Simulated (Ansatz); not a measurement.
LaGa₂ (space group P6/mmm)

```yaml
crystal:
  lattice:
    - [4.29515, 0.00000, 0.00000]
    - [-2.14758, 3.71971, 0.00000]
    - [0.00000, 0.00000, 4.49178]
  atoms:
    - { symbol: La, position: [0.00000, 0.00000, 0.00000] }
    - { symbol: Ga, position: [0.33333, 0.66667, 0.50000] }
    - { symbol: Ga, position: [0.66667, 0.33333, 0.50000] }
```

The slice is a (-1 1 0 2) plane (indices of the conventional cell) through the point (0.333, 0.667, 0.500) (fractional), spanned by u = [110] and v = [1 -1 1] in vectors of this cell: u (4.30 Å) and v (8.69 Å, at 90° to u). It covers one period; positions are fractions (u, v).

All values below come from r2SCAN (plane waves to 500 eV, PAW, scalar-relativistic; Ansatz, an electronic-structure program). k mesh 13×13×10. Inside the PAW spheres the values are not all-electron values, and peaks at nuclei hang on which shells count as valence. LaGa2 is run without spin polarisation. LaGa2 was relaxed with its symmetry unable to fall.

Q: Sketch the electron localisation function (ELF) on this plane as a map.

A: 
```
|xx.-=*=---=*=-.x|
| .:-*+-:::-+*-:.|
|::-+*=-:::-=*+-:|
|--+**-::.::-**+-|
|==+*+-:::::-+*+=|
|..:=+=--:--=+=:.|
|   .-==---==-.  |
|-:. .-+++++-. .:|
|%%+: .-+*+-. :+%|
|@@@*. :=+=: .*@@|
|@@@%- .-=-. -%@@|
|@@@@=  :-:  =@@@|
|@@@%-  :-:  -%@@|
|@@@*:  :-:  :*@@|
|@%#-  .:-:.  -#%|
|==:   .---.   :=|
|     .:---:.    |
|    ..:::::..   |
|::::.........:::|
|++=-:.     .:-=+|
|**+-.       .-+*|
|**+-.  ...  .-+*|
|**+-. .:-:. .-+*|
|+++-. .:-:. .-++|
|**+-. .:::. .-+*|
|**+=.   .   .=+*|
|***=:       :=**|
|==++-.     .-++=|
|::--=-.   .-=--:|
| .::==-:::-==::.|
|xx.:-+==-==+-:.x|
|xx :=*+===+*=: x|
```
Scale: ten equal steps from 0.05 (start of ' ') to 0.85 (end of '@'), in the order ' .:-=+*#%@'. Values: electron localisation function (ELF). The map has 16 points along u (one character each, u = 0 at the left) and 32 along v (v = 0 in the bottom row). Points within 0.5 Å of a nucleus are blanked (x), as the pseudised field means little there.
